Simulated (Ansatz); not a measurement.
## Structures of RbPt$_{3}$: which is lowest?

Plane-wave DFT in Ansatz with scalar-relativistic PAW potentials, cutoff 420 eV, Γ-centred meshes chosen by cell and gap, Gaussian smearing with energies taken to zero width. Every cell was relaxed (cell and atoms) in a run of its own, within the symmetry of its start. Functional: PBE.

Relaxed structures (starts from databases or built by putting these elements on another compound's sites):
A. P6_3/mmc, 8 atoms in the computed cell, a = 7.663 Å, c = 4.378 Å; sites (symmetry × multiplicity) Rb -6m2 × 2, Pt mm2 × 6; start: built
B. I4/mmm, 4 atoms in the computed cell, a = 4.345 Å, c = 8.203 Å; sites (symmetry × multiplicity) Rb 4/mmm × 2, Pt -4m2 × 4 + 4/mmm × 2; start: built
C. Pm-3m, 4 atoms in the computed cell, a = 4.250 Å; sites (symmetry × multiplicity) Rb m-3m × 1, Pt 4/mm.m × 3; start: built

Rank them by energy. Could pressure change the order?

| structure | group | E − E(lowest) (meV/atom) | V (Å³/atom) | gap on mesh (eV) |
| --- | --- | --- | --- | --- |
| A | P6_3/mmc | 0.0 | 27.83 | 0.00 |
| C | Pm-3m | 207 | 19.19 | 0.00 |
| B | I4/mmm | 285 | 19.35 | 0.00 |

A is lowest, 207 meV/atom under C. C is denser by 8.63 Å³/atom, so pressure favours it: ΔE/ΔV, with ΔE in eV and 1 eV/Å³ = 160.2 GPa, gives about 3.8 GPa for equal enthalpy if both cells were rigid, a rough figure since the two compress differently. Other structures may lie lower than all of these, and vibrations aren't counted.

Spin-orbit coupling is left out, which matters for the bands of heavy elements.